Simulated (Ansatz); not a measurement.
A geometry of Pd away from equilibrium: the start of the relaxation of a relaxed Pd cell shaken by Gaussian noise of σ = 0.08 Å a coordinate. Computed with PBEsol (plane waves to 420 eV, PAW, scalar-relativistic; Ansatz, a program for electronic structure). Γ-centred k-mesh 7×7×7 on the run's cell (coarser than for final values), Fermi–Dirac smearing 0.05 eV.

```xyz
8
Lattice="4.9439 0.0000 0.0000 0.0000 4.9439 0.0000 0.0000 0.0000 4.9439" Properties=species:S:1:pos:R:3 pbc="T T T"
Pd     0.8703     0.6693     0.7647
Pd     3.1868     1.7267     4.0954
Pd     4.1050     3.1237     1.7146
Pd     1.8757     4.1972     3.2199
Pd     4.2525     4.0837     4.0443
Pd     1.6645     3.1706     0.7780
Pd     0.7847     1.6457     3.2587
Pd     3.1839     0.5870     1.7755
```

Question: Predict the force on each atom, in eV/Å.

Answer: 
```csv
atom,Fx,Fy,Fz
Pd1,-1.37,0.12,-0.25
Pd2,0.59,-0.43,1.05
Pd3,0.55,-0.77,-1.00
Pd4,-1.92,-1.32,1.26
Pd5,1.21,0.88,1.43
Pd6,-0.22,-0.42,-0.34
Pd7,-0.79,0.49,-0.30
Pd8,1.95,1.45,-1.85
```

Question: What is the pressure?

Answer: +3.4 GPa, compression positive.

Question: How far above the relaxed end point is this geometry?

Answer: 0.21 eV/atom; the path ends in P6₃/mmc (No. 194) (hcp (Mg type)).

No spin polarisation in the result. A magnetic state may lie lower.

The end of the path is a generated cell of Pd: the first start was made by placing the elements on the sites of a structure type, and the end was not matched to a known phase here, so it may be hypothetical. Known forms of Pd include space group No. 225.
